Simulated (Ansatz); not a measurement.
ZnCdSeS: computed property card

ZnCdSeS:
```yaml
crystal:
  lattice:
    - [3.96051, 0.00000, 0.00000]
    - [-1.98026, 3.42990, 0.00000]
    - [0.00000, 0.00000, 6.65077]
  atoms:
    - { symbol: Zn, position: [0.33333, 0.66667, 0.98927] }
    - { symbol: Cd, position: [0.00000, 0.00000, 0.51961] }
    - { symbol: Se, position: [0.33333, 0.66667, 0.35110] }
    - { symbol: S, position: [0.00000, 0.00000, 0.89201] }
```

Space group P3m1 (No. 156); conventional cell a = 3.961 Å, b = 3.961 Å, c = 6.651 Å, α = 90.00°, β = 90.00°, γ = 120.00°.

Method: plane-wave PAW LDA (Ansatz code). Geometry: relaxed at this level of theory. Other levels are named where they apply.

Cell and energy:

* **Volume per atom**: 22.59 Å³
* **Density**: 5.31 g/cm³
* **Formation energy from the elements (no fitted shifts)**: -0.61 eV/atom

Electronic structure:

- Band gap: 0.56 eV (direct)
- Valence-band maximum: at Γ
- Conduction-band minimum: at Γ
- Electron effective mass: 0.085, 0.085, 0.11 mₑ (principal values)
- Hole effective mass, band 1 of 2 at the edge: 1.3 along x, 2.1 along z (mₑ)
- Hole effective mass, band 2 of 2 at the edge: 0.083 along x, 2.1 along z (mₑ)

Phonons:

* **Highest zone-centre frequency (without LO–TO term)**: 288 cm⁻¹
* **Zone-centre stability**: no imaginary mode at Γ

The first step of the workflow began from a Materials Project structure, measured or hypothetical; the Crystallography Open Database copy checked does not list it. Whether it is the stable phase at ambient conditions was not checked. The cell was relaxed with LDA under the symmetry of its start. The references are the lowest solids computed at this level, not always the standard phases. Spin–orbit coupling is left out wherever it is not named.

Potentials: the later of the program's two PAW sets.
